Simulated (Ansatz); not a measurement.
CsSnI3:
```
CELL_PARAMETERS angstrom
      6.26054     0.00000     0.00000
      0.00000     6.26054     0.00000
      0.00000     0.00000     6.26054
ATOMIC_POSITIONS crystal
  Cs 0.00000 0.00000 0.00000
  Sn 0.50000 0.50000 0.50000
  I  0.00000 0.50000 0.50000
  I  0.50000 0.50000 0.00000
  I  0.50000 0.00000 0.50000
```

Relaxed with HSE06.

**Question.** Give the Bader charges and basin volumes of the independent atoms, HSE06 in the plane-wave PAW code Ansatz.

**Answer.** 

```json
[
 {"atom": "Cs1", "Bader charge (e)": "+0.89", "Bader volume (Å³)": "47.4"},
 {"atom": "Sn2", "Bader charge (e)": "+1.04", "Bader volume (Å³)": "24.2"},
 {"atom": "I3", "Bader charge (e)": "-0.64", "Bader volume (Å³)": "56.0"}
]
```

Space group Pm-3m (cubic perovskite). This is a known high-temperature phase of the composition, computed here at zero pressure and temperature. The HSE06 relaxation kept the symmetry of its start; whether a distortion lowers the energy is not shown. The volume moved by 17 % from the start of the relaxation. Spin–orbit coupling is left out wherever it is not named.

Potentials: the later of the program's two PAW sets.
